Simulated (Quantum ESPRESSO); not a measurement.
# Si6NAl: input and log of a self-consistent run

A calculation, not a measurement. The program is pw.x of Quantum ESPRESSO 7.5 (plane-wave density functional theory). The cell is made up: 8 atoms on a zincblende/diamond lattice, with randomly drawn elements, strain and displacements, not relaxed. PseudoDojo standard norm-conserving files (v0.5 for PBE, v0.4.1 for LDA and PBEsol) set the functional; there is no spin polarisation, spin-orbit coupling or dispersion term, and the masses in the input are unused placeholders.

Input:

```
&control calculation='scf', pseudo_dir='./dojo.nc.sr.pbe.v0_5.standard.upf', outdir='./o', disk_io='medium', tprnfor=.true., tstress=.true. /
&system ibrav=0, nat=8, ntyp=3, nbnd=26, ecutwfc=84.00895049, nosym=.true., tot_charge=0,
 occupations='smearing', smearing='fd', degauss=0.0073498644
/
&electrons conv_thr=7.350e-09, electron_maxstep=60, /
ATOMIC_SPECIES
Al 1.0 Al.upf
N 1.0 N.upf
Si 1.0 Si.upf
CELL_PARAMETERS angstrom
5.5297 0.0 0.0
0.0 5.5297 0.0
0.0 0.0 5.5297
ATOMIC_POSITIONS angstrom
Si -0.0773 0.0009 -0.1461
Si 0.0056 2.6452 2.8689
N 2.8224 -0.0194 2.8795
Si 2.8998 2.7908 0.1002
Si 1.5448 1.4184 1.4391
Si 1.4426 4.1244 4.0172
Si 4.1842 1.3606 4.1546
Al 4.2382 4.0777 1.3323
K_POINTS automatic
6 6 6 1 1 1
```

The log is shortened where brackets say so; the opening notice, blank lines, dates and the lines on written files are dropped, and the path of the files is cut. It prints rydbergs, bohrs and kilobars, and counts compression as positive stress.

```
     Program PWSCF v.7.5
     Parallel version (MPI & OpenMP), running on       1 processor cores
     Number of MPI processes:                 1
     Threads/MPI process:                     1
     [start-up lines left out]
     bravais-lattice index     =            0
     lattice parameter (alat)  =      10.4496  a.u.
     unit-cell volume          =    1141.0412 (a.u.)^3
     number of atoms/cell      =            8
     number of atomic types    =            3
     number of electrons       =        32.00
     number of Kohn-Sham states=           26
     kinetic-energy cutoff     =      84.0090  Ry
     charge density cutoff     =     336.0358  Ry
     scf convergence threshold =      7.3E-09
     mixing beta               =       0.7000
     number of iterations used =            8  plain     mixing
     Exchange-correlation= PBE
                           (   1   4   3   4   0   0   0)
     [axes and pseudopotential details left out]
   Cartesian axes
     site n.     atom                  positions (alat units)
         1        Si     tau(   1) = (  -0.0139791   0.0001628  -0.0264210  )
         2        Si     tau(   2) = (   0.0010127   0.4783623   0.5188166  )
         3        N      tau(   3) = (   0.5104074  -0.0035083   0.5207335  )
         4        Si     tau(   4) = (   0.5244046   0.5046928   0.0181203  )
         5        Si     tau(   5) = (   0.2793642   0.2565058   0.2602492  )
         6        Si     tau(   6) = (   0.2608821   0.7458632   0.7264770  )
         7        Si     tau(   7) = (   0.7566776   0.2460531   0.7513247  )
         8        Al     tau(   8) = (   0.7664430   0.7374179   0.2409353  )
     number of k points=   108  Fermi-Dirac smearing, width (Ry)=  0.0073
     Number of k-points >= 100: set verbosity='high' to print them.
     Dense  grid:   118721 G-vectors     FFT dimensions: (  64,  64,  64)
     Estimated max dynamical RAM per process >     138.97 MB
     Initial potential from superposition of free atoms
     starting charge      31.9939, renormalised to      32.0000
     Starting wfcs are   32 randomized atomic wfcs
     total cpu time spent up to now is       32.9 secs
     per-process dynamical memory:   108.6 Mb
     Self-consistent Calculation
     iteration #  1     ecut=    84.01 Ry     beta= 0.70
     Davidson diagonalization with overlap
     ethr =  1.00E-02,  avg # of iterations =  3.7
     total cpu time spent up to now is      120.1 secs
     total energy              =     -75.61399626 Ry
     estimated scf accuracy    <       0.59878954 Ry
     iteration #  2     ecut=    84.01 Ry     beta= 0.70
     Davidson diagonalization with overlap
     ethr =  1.87E-03,  avg # of iterations =  4.0
     total cpu time spent up to now is      185.3 secs
     total energy              =     -75.38027115 Ry
     estimated scf accuracy    <       3.23766156 Ry
     iteration #  3     ecut=    84.01 Ry     beta= 0.70
     Davidson diagonalization with overlap
     ethr =  1.87E-03,  avg # of iterations =  2.8
     total cpu time spent up to now is      243.4 secs
     total energy              =     -75.86114503 Ry
     estimated scf accuracy    <       0.08744669 Ry
     iteration #  4     ecut=    84.01 Ry     beta= 0.70
     Davidson diagonalization with overlap
     ethr =  2.73E-04,  avg # of iterations =  2.9
     total cpu time spent up to now is      302.0 secs
     total energy              =     -75.87845103 Ry
     estimated scf accuracy    <       0.01054142 Ry
     iteration #  5     ecut=    84.01 Ry     beta= 0.70
     Davidson diagonalization with overlap
     ethr =  3.29E-05,  avg # of iterations =  8.2
     total cpu time spent up to now is      404.8 secs
     total energy              =     -75.88037703 Ry
     estimated scf accuracy    <       0.00314677 Ry
     iteration #  6     ecut=    84.01 Ry     beta= 0.70
     Davidson diagonalization with overlap
     c_bands:  1 eigenvalues not converged
     ethr =  9.83E-06,  avg # of iterations =  3.6
     total cpu time spent up to now is      471.1 secs
     total energy              =     -75.88087318 Ry
     estimated scf accuracy    <       0.00019866 Ry
     iteration #  7     ecut=    84.01 Ry     beta= 0.70
     Davidson diagonalization with overlap
     ethr =  6.21E-07,  avg # of iterations =  5.7
     total cpu time spent up to now is      548.0 secs
     total energy              =     -75.88091630 Ry
     estimated scf accuracy    <       0.00001839 Ry
     iteration #  8     ecut=    84.01 Ry     beta= 0.70
     Davidson diagonalization with overlap
     ethr =  5.75E-08,  avg # of iterations =  2.5
     total cpu time spent up to now is      626.4 secs
     total energy              =     -75.88092200 Ry
     estimated scf accuracy    <       0.00000189 Ry
     iteration #  9     ecut=    84.01 Ry     beta= 0.70
     Davidson diagonalization with overlap
     ethr =  5.91E-09,  avg # of iterations =  2.7
     total cpu time spent up to now is      716.3 secs
     total energy              =     -75.88092243 Ry
     estimated scf accuracy    <       0.00000055 Ry
     iteration # 10     ecut=    84.01 Ry     beta= 0.70
     Davidson diagonalization with overlap
     ethr =  1.71E-09,  avg # of iterations =  2.0
     total cpu time spent up to now is      796.6 secs
     total energy              =     -75.88092248 Ry
     estimated scf accuracy    <       0.00000012 Ry
     iteration # 11     ecut=    84.01 Ry     beta= 0.70
     Davidson diagonalization with overlap
     ethr =  3.67E-10,  avg # of iterations =  2.0
     total cpu time spent up to now is      876.9 secs
     End of self-consistent calculation
     Number of k-points >= 100: set verbosity='high' to print the bands.
     the Fermi energy is     4.6374 ev
!    total energy              =     -75.88092250 Ry
     estimated scf accuracy    <          4.3E-09 Ry
     smearing contrib. (-TS)   =      -0.00367652 Ry
     internal energy E=F+TS    =     -75.87724597 Ry
     The total energy is F=E-TS. E is the sum of the following terms:
     one-electron contribution =       5.61665063 Ry
     hartree contribution      =      10.68359125 Ry
     xc contribution           =     -26.05759566 Ry
     ewald contribution        =     -66.11989220 Ry
     convergence has been achieved in  11 iterations
     Forces acting on atoms (cartesian axes, Ry/au):
     atom    1 type  3   force =     0.08744677   -0.02135397    0.03612673
     atom    2 type  3   force =     0.04038488    0.01865264   -0.05513861
     atom    3 type  2   force =    -0.01329503    0.00273500   -0.01404056
     atom    4 type  3   force =    -0.06453431   -0.04149015   -0.08453731
     atom    5 type  3   force =    -0.02067825   -0.06317238    0.02893576
     atom    6 type  3   force =     0.04302210    0.05800368    0.02153457
     atom    7 type  3   force =    -0.09019945   -0.02883159   -0.02289958
     atom    8 type  1   force =     0.01785329    0.07545677    0.09001900
     Total force =     0.249767     Total SCF correction =     0.000083
     Computing stress (Cartesian axis) and pressure
          total   stress  (Ry/bohr**3)                   (kbar)     P=      -63.33
  -0.00046092   0.00010103   0.00007550          -67.80       14.86       11.11
   0.00010103  -0.00041709  -0.00005872           14.86      -61.36       -8.64
   0.00007550  -0.00005872  -0.00041343           11.11       -8.64      -60.82
     init_run     :     31.21s CPU     32.78s WALL (       1 calls)
     electrons    :    790.66s CPU    844.06s WALL (       1 calls)
     forces       :     12.00s CPU     12.14s WALL (       1 calls)
     stress       :     59.77s CPU     59.99s WALL (       1 calls)
     [timing details left out]
     PWSCF        :  14m54.14s CPU  15m49.88s WALL
     JOB DONE.
```

In other units: free energy -1032.413 eV for the cell, pressure -6.33 GPa, largest force component 2.319 eV/Å. A rerun of a related cell, with the same atoms placed differently, at 1437 eV and a 8 x 8 x 8 mesh moved values by no more than 0.006 eV in energy, 0.02 GPa in stress and 0.007 eV/Å in force.